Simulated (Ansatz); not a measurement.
Problem. Each is relaxed and computed with DFT-r²SCAN in the program Ansatz with PAW potentials. Which is the only one with a gap?
A. YAl2Ge2, P-3m1 (Y on 1a, Al on 2d, Ge on 2d)
B. LaAl2Si2, P-3m1 (La on 1a, Al on 2d, Si on 2d)
C. TbAl2Ge2, P-3m1 (Tb on 1a, Al on 2d, Ge on 2d)
D. Cs2TcF6, P-3m1 (Cs on 2d, Tc on 1a, F on 6i)

Solution. D, Cs2TcF6, P-3m1 (Cs on 2d, Tc on 1a, F on 6i). Cs2TcF6: gap 2.82 eV; TbAl2Ge2: metal; YAl2Ge2: metal; LaAl2Si2: metal. Caveat: open 4f shells can settle in a state that is not the lowest. Spin orders computed, not proven ground states: Cs2TcF6, P-3m1 (Cs on 2d, Tc on 1a, F on 6i) ferromagnetic; TbAl2Ge2, P-3m1 (Tb on 1a, Al on 2d, Ge on 2d) ferromagnetic. Standing as an ambient phase not checked: Cs2TcF6, P-3m1 (Cs on 2d, Tc on 1a, F on 6i); TbAl2Ge2, P-3m1 (Tb on 1a, Al on 2d, Ge on 2d); YAl2Ge2, P-3m1 (Y on 1a, Al on 2d, Ge on 2d); LaAl2Si2, P-3m1 (La on 1a, Al on 2d, Si on 2d). All cells were relaxed under the symmetry of their starts (and spin orders); stability against distortions was not tested throughout. Rows with no word on spin ran without spin polarisation. No Hubbard U is applied. Scalar-relativistic: spin–orbit coupling is off unless named, which matters more the heavier the elements.

Potentials: the later of the program's two PAW sets (Tc and Pm come from another file).
